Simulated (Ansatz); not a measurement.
input.yaml

```yaml
crystal:
  lattice:
    - [2.902276402, 1.6756300619, 7.1612382829]
    - [-2.902276402, 1.6756300619, 7.1612382829]
    - [0.0, -3.3512601239, 7.1612382829]
  atoms:
    - { symbol: Ba, position: [0.0, 0.0, 0.0] }
    - { symbol: Ba, position: [0.2064318672, 0.2064318672, 0.2064318672] }
    - { symbol: Ba, position: [0.7935681328, 0.7935681328, 0.7935681328] }
    - { symbol: Cr, position: [0.4068969878, 0.4068969878, 0.4068969878], spin: 0.79 }
    - { symbol: Cr, position: [0.5931030122, 0.5931030122, 0.5931030122], spin: 0.79 }
    - { symbol: O, position: [0.726321502, 0.2449686259, 0.726321502] }
    - { symbol: O, position: [0.726321502, 0.726321502, 0.2449686259] }
    - { symbol: O, position: [0.2449686259, 0.726321502, 0.726321502] }
    - { symbol: O, position: [0.273678498, 0.7550313741, 0.273678498] }
    - { symbol: O, position: [0.7550313741, 0.273678498, 0.273678498] }
    - { symbol: O, position: [0.273678498, 0.273678498, 0.7550313741] }
    - { symbol: O, position: [0.3281245319, 0.3281245319, 0.3281245319] }
    - { symbol: O, position: [0.6718754681, 0.6718754681, 0.6718754681] }
basis:
  ecutwfc: 420
kpoints:
  mp_grid: { grid: [6, 6, 6] }
hamiltonian:
  xc: pbesol
scf:
  occupations: { method: gaussian, width: 0.1 }
output:
  forces: true
  stress: true
  eigenvalues: true
  populations: true
magnetization:
  spin_polarized: true
relax:
  adjacent_minimum: "off"
  f_tol: 0.005
  max_steps: 50
  cell: { stress_tol: 0.05 }
```

Launched with
```bash
ansatz run input.yaml --threads 4 --pin off --max-ram 10240MiB --backend cpu --events-out ev --progress --plain --runs-dir out
```

These are results of DFT PBEsol, scalar-relativistic, plane waves, PAW in Ansatz, not measurements.

Part of what the program printed, abridged (iterations and final results):

```
SCF iter   1: F=—  HF=-28794.330348 eV  |F-HF|=—  |Δ(HF+E_count)|=         —  Δρ=4.95e-2 (↑4.95e-2 ↓4.94e-2) dr2=3.15e1  dr2_m=5.73e-2  M=1.791 μB ∫|m|=1.957 μB  β_m=0.30  ethr=3.10e-3  ⟨swp⟩=7.8  Hψ=19434  notcnv=0
Mixer restart at iter 1: flushing history
spin=Collinear: Kerker preconditioning applied to the charge; magnetization (m = ρ↑ − ρ↓) channel mixes plain (no charge-response kernel on spin).
SCF iter   2: F=—  HF=-28788.713023 eV  |F-HF|=—  |Δ(HF+E_count)|=    5.62e0  Δρ=2.85e-2 (↑2.16e-2 ↓2.85e-2) dr2=9.53e0  dr2_m=1.40e-1  M=1.999 μB ∫|m|=2.062 μB  β_m=0.42  ethr=3.10e-3  ⟨swp⟩=4.5  Hψ=9894  notcnv=0  defer=322
SCF iter   3: F=—  HF=-28786.174060 eV  |F-HF|=—  |Δ(HF+E_count)|=    2.54e0  Δρ=1.15e-2 (↑1.15e-2 ↓1.08e-2) dr2=2.13e0  dr2_m=5.23e-2  M=2.000 μB ∫|m|=2.086 μB  β_m=0.60  ethr=3.10e-3  ⟨swp⟩=3.9  Hψ=7334  notcnv=0  defer=352
SCF iter   4: F=—  HF=-28785.823102 eV  |F-HF|=—  |Δ(HF+E_count)|=   3.51e-1  Δρ=6.80e-3 (↑6.80e-3 ↓5.29e-3) dr2=4.78e-1  dr2_m=2.09e-3  M=2.000 μB ∫|m|=2.142 μB  β_m=0.70  ethr=2.00e-3  ⟨swp⟩=3.3  Hψ=8177  notcnv=0  defer=461
SCF iter   5: F=—  HF=-28785.857055 eV  |F-HF|=—  |Δ(HF+E_count)|=   3.40e-2  Δρ=3.14e-3 (↑3.14e-3 ↓2.73e-3) dr2=9.71e-2  dr2_m=4.34e-4  M=2.000 μB ∫|m|=2.161 μB  β_m=0.80  ethr=4.51e-4  ⟨swp⟩=2.5  Hψ=7573  notcnv=0  defer=467
SCF iter   6: F=—  HF=-28785.831636 eV  |F-HF|=—  |Δ(HF+E_count)|=         —  Δρ=2.02e-3 (↑2.00e-3 ↓2.02e-3) dr2=4.83e-2  dr2_m=4.29e-5  M=2.000 μB ∫|m|=2.179 μB  β_m=0.80  ethr=9.16e-5  ⟨swp⟩=2.0  Hψ=8249  notcnv=0  defer=473
Mixer restart at iter 6: flushing history
SCF iter   7: F=—  HF=-28785.841836 eV  |F-HF|=—  |Δ(HF+E_count)|=   1.02e-2  Δρ=2.02e-3 (↑2.02e-3 ↓1.86e-3) dr2=2.73e-2  dr2_m=1.03e-4  M=2.000 μB ∫|m|=2.181 μB  β_m=0.66  ethr=4.56e-5  ⟨swp⟩=2.1  Hψ=7313  notcnv=0  defer=479
SCF iter   8: F=—  HF=-28785.837431 eV  |F-HF|=—  |Δ(HF+E_count)|=   4.40e-3  Δρ=6.48e-4 (↑5.93e-4 ↓6.48e-4) dr2=9.91e-3  dr2_m=1.20e-5  M=2.000 μB ∫|m|=2.180 μB  β_m=0.75  ethr=2.58e-5  ⟨swp⟩=2.0  Hψ=6866  notcnv=0  defer=479
SCF iter   9: F=—  HF=-28785.836923 eV  |F-HF|=—  |Δ(HF+E_count)|=   5.08e-4  Δρ=2.34e-4 (↑2.23e-4 ↓2.34e-4) dr2=2.34e-3  dr2_m=4.66e-7  M=2.000 μB ∫|m|=2.181 μB  β_m=0.88  ethr=9.35e-6  ⟨swp⟩=1.7  Hψ=5020  notcnv=0  defer=479
SCF iter  10: F=—  HF=-28785.836669 eV  |F-HF|=—  |Δ(HF+E_count)|=   2.54e-4  Δρ=2.10e-4 (↑1.94e-4 ↓2.10e-4) dr2=7.73e-4  dr2_m=4.28e-7  M=2.000 μB ∫|m|=2.181 μB  β_m=0.90  ethr=2.21e-6  ⟨swp⟩=2.7  Hψ=7021  notcnv=0  defer=479
SCF iter  11: F=—  HF=-28785.836509 eV  |F-HF|=—  |Δ(HF+E_count)|=   1.60e-4  Δρ=3.30e-4 (↑3.30e-4 ↓3.08e-4) dr2=8.15e-4  dr2_m=5.01e-7  M=2.000 μB ∫|m|=2.181 μB  β_m=0.72  ethr=7.29e-7  ⟨swp⟩=2.0  Hψ=7600  notcnv=0  defer=479
SCF iter  12: F=—  HF=-28785.836521 eV  |F-HF|=—  |Δ(HF+E_count)|=   1.23e-5  Δρ=4.49e-5 (↑4.05e-5 ↓4.49e-5) dr2=3.90e-5  dr2_m=8.95e-8  M=2.000 μB ∫|m|=2.181 μB  β_m=0.73  ethr=7.29e-7  ⟨swp⟩=2.1  Hψ=7412  notcnv=0  defer=479
SCF iter  13: F=—  HF=-28785.836175 eV  |F-HF|=—  |Δ(HF+E_count)|=   3.47e-4  Δρ=2.48e-5 (↑2.48e-5 ↓2.21e-5) dr2=1.36e-5  dr2_m=1.81e-8  M=2.000 μB ∫|m|=2.181 μB  β_m=0.87  ethr=3.68e-8  ⟨swp⟩=2.0  Hψ=7341  notcnv=0  defer=479
SCF iter  14: F=—  HF=-28785.836172 eV  |F-HF|=—  |Δ(HF+E_count)|=   2.47e-6  Δρ=8.34e-6 (↑6.17e-6 ↓8.34e-6) dr2=7.97e-7  dr2_m=8.28e-9  M=2.000 μB ∫|m|=2.181 μB  β_m=0.92  ethr=1.29e-8  ⟨swp⟩=2.1  Hψ=6430  notcnv=0  defer=479
SCF iter  15: F=—  HF=-28785.836172 eV  |F-HF|=—  |Δ(HF+E_count)|=   1.32e-7  Δρ=1.99e-6 (↑1.59e-6 ↓1.99e-6) dr2=3.67e-8  dr2_m=1.75e-9  M=2.000 μB ∫|m|=2.181 μB  β_m=0.96  ethr=7.52e-10  ⟨swp⟩=2.0  Hψ=7545  notcnv=0  defer=479
SCF iter  16: F=-28785.836172 eV  HF=-28785.836172 eV  |F-HF|=2.06e-9  |Δ(HF+E_count)|=  7.31e-10  Δρ=7.11e-7 (↑7.11e-7 ↓5.52e-7) dr2=5.47e-9  dr2_m=8.37e-11  M=2.000 μB ∫|m|=2.181 μB  ethr=3.46e-11  ⟨swp⟩=11.7  Hψ=22134  notcnv=0
SCF 1 converged in 16 iterations: F = -28785.836172 eV  dr2 = 5.47e-9
relax step   1: F+E_penalty+E_count = -28785.83617206 eV  Δ(F+E_penalty+E_count) = +0.000e0 eV  max|allowed force component| = 3.004e-1 eV/Å  Δτ_max = 0.0000 Å  P = -4.494 GPa  Ω = 208.957 Å³  (16 SCF iters, dr2 threshold 1.00e-7 eV, accepted)
Crystal: 13 atoms, lattice volume = 182.275 Å³
Basis set: ecut = 420 eV, 3551 PW (Γ), exchange–correlation on 108×108×108 points (8 copies of the dense FFT grid, shifted against one another)
Initial density: handed on by an earlier stage of this run
Starting moments: Σ|m| = 1.58 μB on 2 of 13 sites; this step starts from the density that it was given
Initial wavefunctions: those handed on with the density
SCF iter   1: F=—  HF=-28785.772700 eV  |F-HF|=—  |Δ(HF+E_count)|=         —  Δρ=9.16e-3 (↑9.16e-3 ↓8.53e-3) dr2=8.94e-1  dr2_m=4.67e-3  M=2.000 μB ∫|m|=2.151 μB  β_m=0.30  ethr=8.43e-4  ⟨swp⟩=1.5  Hψ=22639  notcnv=0
spin=Collinear: Kerker preconditioning applied to the charge; magnetization (m = ρ↑ − ρ↓) channel mixes plain (no charge-response kernel on spin).
SCF iter   2: F=—  HF=-28785.663555 eV  |F-HF|=—  |Δ(HF+E_count)|=   1.09e-1  Δρ=4.61e-3 (↑4.37e-3 ↓4.61e-3) dr2=3.06e-1  dr2_m=1.98e-3  M=2.000 μB ∫|m|=2.159 μB  β_m=0.41  ethr=8.43e-4  ⟨swp⟩=2.1  Hψ=5190  notcnv=0
SCF iter   3: F=—  HF=-28785.610593 eV  |F-HF|=—  |Δ(HF+E_count)|=   5.30e-2  Δρ=2.35e-3 (↑2.35e-3 ↓2.35e-3) dr2=8.79e-2  dr2_m=4.26e-4  M=2.000 μB ∫|m|=2.166 μB  β_m=0.69  ethr=2.88e-4  ⟨swp⟩=2.0  Hψ=5628  notcnv=0  defer=22
SCF iter   4: F=—  HF=-28785.603110 eV  |F-HF|=—  |Δ(HF+E_count)|=   7.48e-3  Δρ=9.77e-4 (↑8.91e-4 ↓9.77e-4) dr2=1.11e-2  dr2_m=2.42e-5  M=2.000 μB ∫|m|=2.170 μB  β_m=0.84  ethr=8.30e-5  ⟨swp⟩=2.2  Hψ=6936  notcnv=0  defer=169
SCF iter   5: F=—  HF=-28785.602089 eV  |F-HF|=—  |Δ(HF+E_count)|=   1.02e-3  Δρ=3.00e-4 (↑3.00e-4 ↓2.72e-4) dr2=1.58e-3  dr2_m=2.55e-6  M=2.000 μB ∫|m|=2.169 μB  β_m=0.90  ethr=1.05e-5  ⟨swp⟩=2.2  Hψ=7383  notcnv=0  defer=169
SCF iter   6: F=—  HF=-28785.602086 eV  |F-HF|=—  |Δ(HF+E_count)|=   3.13e-6  Δρ=3.96e-4 (↑3.96e-4 ↓3.45e-4) dr2=1.24e-3  dr2_m=1.40e-6  M=2.000 μB ∫|m|=2.168 μB  β_m=0.95  ethr=1.49e-6  ⟨swp⟩=2.4  Hψ=7086  notcnv=0  defer=169
SCF iter   7: F=—  HF=-28785.602114 eV  |F-HF|=—  |Δ(HF+E_count)|=   2.81e-5  Δρ=2.52e-4 (↑2.52e-4 ↓2.36e-4) dr2=5.76e-4  dr2_m=5.84e-7  M=2.000 μB ∫|m|=2.169 μB  β_m=0.77  ethr=1.17e-6  ⟨swp⟩=2.0  Hψ=7468  notcnv=0  defer=169
SCF iter   8: F=—  HF=-28785.602036 eV  |F-HF|=—  |Δ(HF+E_count)|=   7.85e-5  Δρ=6.32e-5 (↑6.32e-5 ↓5.72e-5) dr2=5.71e-5  dr2_m=2.82e-7  M=2.000 μB ∫|m|=2.169 μB  β_m=0.88  ethr=5.43e-7  ⟨swp⟩=2.0  Hψ=5950  notcnv=0  defer=169
SCF iter   9: F=—  HF=-28785.602023 eV  |F-HF|=—  |Δ(HF+E_count)|=   1.28e-5  Δρ=4.22e-5 (↑4.22e-5 ↓4.03e-5) dr2=2.10e-5  dr2_m=5.62e-9  M=2.000 μB ∫|m|=2.169 μB  β_m=0.94  ethr=5.38e-8  ⟨swp⟩=2.0  Hψ=7076  notcnv=0  defer=169
SCF iter  10: F=—  HF=-28785.602020 eV  |F-HF|=—  |Δ(HF+E_count)|=   3.24e-6  Δρ=2.61e-5 (↑2.61e-5 ↓2.44e-5) dr2=5.85e-6  dr2_m=6.78e-9  M=2.000 μB ∫|m|=2.169 μB  β_m=0.89  ethr=1.98e-8  ⟨swp⟩=2.0  Hψ=6890  notcnv=0  defer=169
   ...
spin=Collinear: Kerker preconditioning applied to the charge; magnetization (m = ρ↑ − ρ↓) channel mixes plain (no charge-response kernel on spin).
SCF iter   2: F=—  HF=-28785.982715 eV  |F-HF|=—  |Δ(HF+E_count)|=   9.22e-5  Δρ=9.35e-5 (↑9.35e-5 ↓8.47e-5) dr2=7.74e-5  dr2_m=5.82e-7  M=2.000 μB ∫|m|=2.167 μB  β_m=0.46  ethr=3.34e-7  ⟨swp⟩=2.1  Hψ=6460  notcnv=0
SCF iter   3: F=—  HF=-28785.982710 eV  |F-HF|=—  |Δ(HF+E_count)|=   4.98e-6  Δρ=4.29e-5 (↑4.29e-5 ↓4.25e-5) dr2=3.66e-5  dr2_m=1.66e-7  M=2.000 μB ∫|m|=2.167 μB  β_m=0.62  ethr=7.30e-8  ⟨swp⟩=2.3  Hψ=7465  notcnv=0
SCF iter   4: F=—  HF=-28785.982716 eV  |F-HF|=—  |Δ(HF+E_count)|=   6.30e-6  Δρ=3.33e-5 (↑3.33e-5 ↓3.25e-5) dr2=1.00e-5  dr2_m=1.60e-8  M=2.000 μB ∫|m|=2.167 μB  β_m=0.66  ethr=3.46e-8  ⟨swp⟩=2.1  Hψ=6288  notcnv=0
SCF iter   5: F=—  HF=-28785.982723 eV  |F-HF|=—  |Δ(HF+E_count)|=   6.97e-6  Δρ=2.33e-5 (↑1.99e-5 ↓2.33e-5) dr2=5.24e-6  dr2_m=8.10e-9  M=2.000 μB ∫|m|=2.167 μB  β_m=0.77  ethr=9.44e-9  ⟨swp⟩=2.0  Hψ=5948  notcnv=0
SCF iter   6: F=—  HF=-28785.982728 eV  |F-HF|=—  |Δ(HF+E_count)|=   4.41e-6  Δρ=7.05e-6 (↑7.05e-6 ↓6.21e-6) dr2=4.44e-7  dr2_m=1.01e-8  M=2.000 μB ∫|m|=2.167 μB  β_m=0.89  ethr=4.94e-9  ⟨swp⟩=2.0  Hψ=7671  notcnv=0
SCF iter   7: F=—  HF=-28785.982728 eV  |F-HF|=—  |Δ(HF+E_count)|=  8.99e-10  Δρ=3.97e-6 (↑3.97e-6 ↓3.26e-6) dr2=1.13e-7  dr2_m=8.01e-10  M=2.000 μB ∫|m|=2.167 μB  β_m=0.85  ethr=4.19e-10  ⟨swp⟩=2.0  Hψ=7744  notcnv=0
SCF iter   8: F=—  HF=-28785.982728 eV  |F-HF|=—  |Δ(HF+E_count)|=   1.66e-8  Δρ=1.25e-6 (↑1.16e-6 ↓1.25e-6) dr2=2.68e-8  dr2_m=5.11e-11  M=2.000 μB ∫|m|=2.167 μB  β_m=0.92  ethr=1.06e-10  ⟨swp⟩=2.0  Hψ=7551  notcnv=0
SCF iter   9: F=-28785.982728 eV  HF=-28785.982728 eV  |F-HF|=1.26e-7  |Δ(HF+E_count)|=   2.85e-8  Δρ=3.66e-6 (↑3.39e-6 ↓3.66e-6) dr2=1.33e-7  dr2_m=6.04e-11  M=2.000 μB ∫|m|=2.167 μB  ethr=2.53e-11  ⟨swp⟩=2.8  Hψ=12477  notcnv=0
SCF 9 converged in 9 iterations: F = -28785.982728 eV  dr2 = 1.33e-7
relax step   9: F+E_penalty+E_count = -28785.98272773 eV  Δ(F+E_penalty+E_count) = -2.303e-3 eV  max|allowed force component| = 3.600e-3 eV/Å  Δτ_max = 0.0015 Å  P = -0.006 GPa  Ω = 197.874 Å³  energy of the carried Pulay correction = +1.864e-3 eV  (9 SCF iters, dr2 threshold 1.53e-7 eV, accepted)
SCF iter   1: F=—  HF=-28785.980753 eV  |F-HF|=—  |Δ(HF+E_count)|=         —  Δρ=1.09e-5 (↑1.09e-5 ↓1.09e-5) dr2=1.41e-7  dr2_m=2.72e-10  M=2.000 μB ∫|m|=2.167 μB  β_m=0.65  ethr=7.28e-7  ⟨swp⟩=3.3  Hψ=29285  notcnv=0
spin=Collinear: Kerker preconditioning applied to the charge; magnetization (m = ρ↑ − ρ↓) channel mixes plain (no charge-response kernel on spin).
SCF iter   2: F=—  HF=-28785.980934 eV  |F-HF|=—  |Δ(HF+E_count)|=   1.81e-4  Δρ=3.99e-6 (↑3.95e-6 ↓3.99e-6) dr2=3.68e-8  dr2_m=6.74e-11  M=2.000 μB ∫|m|=2.167 μB  β_m=0.54  ethr=1.33e-10  ⟨swp⟩=4.0  Hψ=9225  notcnv=0
SCF iter   3: F=—  HF=-28785.980934 eV  |F-HF|=—  |Δ(HF+E_count)|=   2.36e-8  Δρ=1.95e-6 (↑1.94e-6 ↓1.95e-6) dr2=7.30e-9  dr2_m=3.60e-11  M=2.000 μB ∫|m|=2.167 μB  β_m=0.71  ethr=3.47e-11  ⟨swp⟩=2.0  Hψ=6199  notcnv=0
SCF iter   4: F=—  HF=-28785.980934 eV  |F-HF|=—  |Δ(HF+E_count)|=   8.70e-9  Δρ=3.50e-7 (↑3.43e-7 ↓3.50e-7) dr2=1.56e-9  dr2_m=4.37e-12  M=2.000 μB ∫|m|=2.167 μB  β_m=0.67  ethr=6.89e-12  ⟨swp⟩=2.0  Hψ=6571  notcnv=0
SCF iter   5: F=—  HF=-28785.980934 eV  |F-HF|=—  |Δ(HF+E_count)|=  9.46e-11  Δρ=1.83e-7 (↑1.65e-7 ↓1.83e-7) dr2=9.70e-10  dr2_m=2.37e-12  M=2.000 μB ∫|m|=2.167 μB  β_m=0.84  ethr=1.48e-12  ⟨swp⟩=2.0  Hψ=7458  notcnv=0
SCF iter   6: F=—  HF=-28785.980934 eV  |F-HF|=—  |Δ(HF+E_count)|=  1.09e-10  Δρ=2.46e-7 (↑2.46e-7 ↓1.62e-7) dr2=3.33e-10  dr2_m=4.71e-12  M=2.000 μB ∫|m|=2.167 μB  β_m=0.65  ethr=1.00e-12  ⟨swp⟩=2.0  Hψ=6082  notcnv=0
SCF iter   7: F=—  HF=-28785.980934 eV  |F-HF|=—  |Δ(HF+E_count)|=  1.46e-10  Δρ=7.66e-8 (↑7.66e-8 ↓7.66e-8) dr2=7.44e-11  dr2_m=6.48e-14  M=2.000 μB ∫|m|=2.167 μB  β_m=0.82  ethr=1.00e-12  ⟨swp⟩=1.7  Hψ=5338  notcnv=0
SCF iter   8: F=—  HF=-28785.980934 eV  |F-HF|=—  |Δ(HF+E_count)|=  2.91e-11  Δρ=4.73e-8 (↑4.11e-8 ↓4.73e-8) dr2=3.14e-11  dr2_m=3.46e-14  M=2.000 μB ∫|m|=2.167 μB  β_m=0.91  ethr=1.00e-12  ⟨swp⟩=1.0  Hψ=4288  notcnv=0
SCF iter   9: F=-28785.980934 eV  HF=-28785.980934 eV  |F-HF|=2.18e-11  |Δ(HF+E_count)|=    0.00e0  Δρ=5.77e-8 (↑5.77e-8 ↓5.57e-8) dr2=2.97e-11  dr2_m=7.13e-15  M=2.000 μB ∫|m|=2.167 μB  ethr=1.00e-12  ⟨swp⟩=3.2  Hψ=13191  notcnv=0
SCF 10 converged in 9 iterations: F = -28785.980934 eV  dr2 = 2.97e-11
an SCF from antiferromagnetic starting moments (0.00, 0.00, 0.00, -2.00, 2.00, 0.00, 0.00, 0.00, 0.00, 0.00, 0.00, 0.00, 0.00 Bohr magnetons, atom by atom) was not made, so that it is not known whether that order lies lower: the deck asks for what bars it, or types moments that do (magnetization.spin_polarized, in the input reference, names some of the keys), or the run goes by scf.lower_state_search: light, the default, which as a rule tries one only behind a close that has lost an order of both signs, or on which an open d or half-filled 4f shell of a PAW file has lost a moment that was set nearer to Hund's than to what is left; or, under a Hubbard U, one that names an f shell that the inp ...
SCF converged after 9 iterations
Magnetization: 2.0000 μB (54.0000 up, 52.0000 down)
Absolute magnetization: 2.1777 μB (∫|ρ↑−ρ↓|, with the PAW one-centre terms)
Spin contamination: 0.0237 ħ² per cell (⟨S²⟩ above its minimum at these occupations)
Per-site moments (μB) at R_I (Å): [(0.00287597, 1.12702629), (0.00541580, 1.06655395), (0.00541580, 1.06655395), (0.69864577, 0.69321103), (0.69864577, 0.69321103), (0.01024035, 0.70169402), (0.01024035, 0.70169402), (0.01024035, 0.70169402), (0.01024035, 0.70169402), (0.01024035, 0.70169402), (0.01024035, 0.70169402), (0.00807354, 0.69321103), (0.00807354, 0.69321103)]
Free energy (F): -28785.980934 eV
Harris-Foulkes:  -28785.980934 eV  (|F-HF|=2.18e-11)
Internal energy: -28785.925671 eV  (E = F + TS)
E sigma→0 (E₀):  -28785.953303 eV
Entropy (-TS):   -0.055263 eV (-4.251 meV/atom)
Fermi energy:    10.134972 eV
--- Per-component energies (eV) ---
  E_band       = -678.348069
  E_kinetic    = 2583.666528
  E_local      = -8234.657226  (includes V_loc(G=0)·N_el)
  E_nonlocal   = 720.171852
  E_hartree    = 3314.909076
  E_xc         = -1361.884559
  E_vxc        = -1511.266931  (∫ρ·V_xc dr)
  E_paw        = -18969.144056  (= ΣΔE_a)
  E_vpaw       = -866.100965  (= ΣTr[D̂ρ^β])
  E_aug_tail   = 0.020219  (compensation charges beyond the density's cutoff)
  E_ewald      = -6840.064107
  E_core_change = 1.056602  (= ΣΔE_core)
  E_smearing   = -0.055263  (= −TS)
--- Forces (eV/Å), atoms counted from 1 ---
  atom   1  Ba     0.00000000     0.00000000     0.00000000
  atom   2  Ba     0.00000000     0.00000000     0.00092595
  atom   3  Ba     0.00000000     0.00000000    -0.00092595
  atom   4  Cr     0.00000000     0.00000000    -0.00354746
  atom   5  Cr     0.00000000     0.00000000     0.00354746
  atom   6  O     -0.00018979     0.00010957    -0.00013295
  atom   7  O      0.00000000    -0.00021915    -0.00013295
  atom   8  O      0.00018979     0.00010957    -0.00013295
  atom   9  O      0.00018979    -0.00010957     0.00013295
  atom  10  O     -0.00018979    -0.00010957     0.00013295
  atom  11  O      0.00000000     0.00021915     0.00013295
  atom  12  O      0.00000000     0.00000000     0.00106083
  atom  13  O      0.00000000     0.00000000    -0.00106083
--- Stress (GPa, compression-positive) ---
       -0.012596       0.000000       0.000000
        0.000000      -0.012596       0.000000
        0.000000       0.000000      -0.021416
  P = ⅓ Tr σ = -0.0155 GPa (-0.155 kbar)
--- Band table (eV; the first three rows and the last of 64) ---
  k-point 0 ↑: bands = ["-63.7258", "-63.7257", "-35.2716", "-35.2698", "-35.2578", "-35.2578", "-35.2578", "-35.2578", "-17.3577", "-17.1014", "-17.0816", "-9.1410", "-9.0552", "-8.5619", "-8.5619", "-8.5519", "-8.4508", "-8.4508", "-8.4186", "-3.0064", "-3.0064", "-2.6217", "-2.5932", "-2.5932", "-2.2371", "-2.1595", "-2.1567", "-2.1567", "3.9984", "4.1386", "4.1386", "4.2626", "4.3502", "4.4730", "4.4730", "4.4752", "4.4752", "4.6040", "4.6040", "4.7137", "5.3528", "5.5541", "5.5541", "5.7608", "5.7608", "6.3278", "6.8014", "6.8014", "6.8036", "6.8131", "6.8131", "7.0296", "10.0860", "10.0860", "10.1152", "10.1152", "11.8418", "11.9666", "11.9666", "12.1222", "12.1222", "12.1688", "12.923 ...
  k-point 1 ↑: bands = ["-63.7258", "-63.7257", "-35.2716", "-35.2699", "-35.2579", "-35.2578", "-35.2578", "-35.2578", "-17.3397", "-17.1146", "-17.0822", "-9.1177", "-9.0790", "-8.6187", "-8.5706", "-8.5364", "-8.5094", "-8.4546", "-8.3855", "-2.9731", "-2.8881", "-2.6857", "-2.5561", "-2.4646", "-2.2521", "-2.1744", "-2.1661", "-2.1209", "3.8744", "4.0941", "4.1354", "4.1696", "4.3514", "4.3691", "4.4217", "4.5337", "4.6022", "4.6250", "4.7016", "4.7992", "5.3617", "5.4339", "5.5270", "5.7975", "5.8219", "6.2398", "6.5723", "6.7556", "6.8130", "6.8331", "6.8401", "6.9420", "10.0265", "10.1139", "10.1144", "10.2013", "11.7879", "11.8516", "11.8869", "11.9850", "12.1133", "12.1204", "13.314 ...
  k-point 2 ↑: bands = ["-63.7258", "-63.7257", "-35.2715", "-35.2699", "-35.2580", "-35.2578", "-35.2578", "-35.2577", "-17.2949", "-17.1479", "-17.0857", "-9.1563", "-9.0162", "-8.6951", "-8.6550", "-8.5877", "-8.4721", "-8.4625", "-8.3845", "-2.9019", "-2.6994", "-2.6179", "-2.4891", "-2.3605", "-2.2732", "-2.1822", "-2.1796", "-2.0633", "3.7496", "3.8399", "4.0814", "4.2283", "4.2809", "4.2939", "4.3816", "4.5384", "4.6078", "4.6264", "4.8492", "4.9213", "5.3876", "5.5332", "5.5765", "5.7038", "5.8580", "6.0590", "6.2154", "6.6445", "6.7110", "6.8442", "6.9186", "6.9188", "9.8626", "10.1694", "10.2022", "10.3180", "11.5126", "11.6606", "11.7475", "11.8780", "12.0171", "12.0907", "13.7482 ...
  k-point 31 ↓: bands = ["-62.7387", "-62.7387", "-34.3811", "-34.3801", "-34.2784", "-34.2784", "-34.2781", "-34.2781", "-17.3342", "-17.1275", "-17.0632", "-9.1258", "-9.1038", "-8.4896", "-8.4896", "-8.4377", "-8.4377", "-8.4141", "-8.3353", "-2.9918", "-2.9918", "-2.6729", "-2.3656", "-2.3656", "-2.3619", "-2.3619", "-2.2235", "-2.1891", "3.9692", "4.1305", "4.2946", "4.2946", "4.7225", "4.7225", "4.7702", "4.7702", "4.9137", "4.9372", "5.0436", "5.0436", "5.1111", "5.1111", "5.5925", "6.1831", "6.1831", "6.1884", "6.7197", "6.7197", "6.8701", "7.0743", "7.1876", "7.1876", "11.0062", "11.0062", "11.0196", "11.0196", "11.9734", "12.0695", "12.1401", "12.1401", "12.5818", "12.5818", "13.51 ...
--- Relaxed structure (8 steps of the walk, 7 accepted, 2 SCFs on fresh bases) ---
  F+E_penalty+E_count = -28785.98093399 eV   max|allowed force component| = 3.547e-3 eV/Å   (the final SCF, on the basis selected at the relaxed cell)
  cell:  # Å, volume = 197.8745 Å³
    - [2.84235260, 1.64103303, 7.07038746]
    - [-2.84235260, 1.64103303, 7.07038746]
    - [0.0, -3.28206607, 7.07038746]
  atoms:
    - { symbol: Ba, position: [0.0, 0.0, 0.0] }
    - { symbol: Ba, position: [0.20584490, 0.20584490, 0.20584490] }
    - { symbol: Ba, position: [0.79415509, 0.79415509, 0.79415509] }
    - { symbol: Cr, position: [0.40696999, 0.40696999, 0.40696999] }
    - { symbol: Cr, position: [0.59303000, 0.59303000, 0.59303000] }
    - { symbol: O, position: [0.72741486, 0.24108112, 0.72741486] }
    - { symbol: O, position: [0.72741486, 0.72741486, 0.24108112] }
    - { symbol: O, position: [0.24108112, 0.72741486, 0.72741486] }
    - { symbol: O, position: [0.27258513, 0.75891887, 0.27258513] }
    - { symbol: O, position: [0.75891887, 0.27258513, 0.27258513] }
    - { symbol: O, position: [0.27258513, 0.27258513, 0.75891887] }
    - { symbol: O, position: [0.32774229, 0.32774229, 0.32774229] }
    - { symbol: O, position: [0.67225770, 0.67225770, 0.67225770] }
--- Löwdin populations: 13 sites ---
  site symbol q [e]    m [muB]
     0     Ba      8.2277     0.0226
     1     Ba      8.2283     0.0109
     2     Ba      8.2283     0.0109
     3     Cr     12.8207     0.8143
     4     Cr     12.8207     0.8143
     5      O      6.8335     0.0270
     6      O      6.8335     0.0270
     7      O      6.8335     0.0270
     8      O      6.8335     0.0270
     9      O      6.8335     0.0270
    10      O      6.8335     0.0270
    11      O      6.7778     0.0247
    12      O      6.7778     0.0247
  spilling = 0.010547 (of n_electrons = 106.000000)
```

The relaxation met its thresholds.

It took 2 min on 4 threads of Intel(R) Xeon(R) 6975P-C (Granite Rapids), on a shared host, peak memory 1.3 GiB.

Spin-orbit coupling is left out, which matters for the bands of heavy elements. Moments started parallel, and an antiferromagnetic order may lie lower.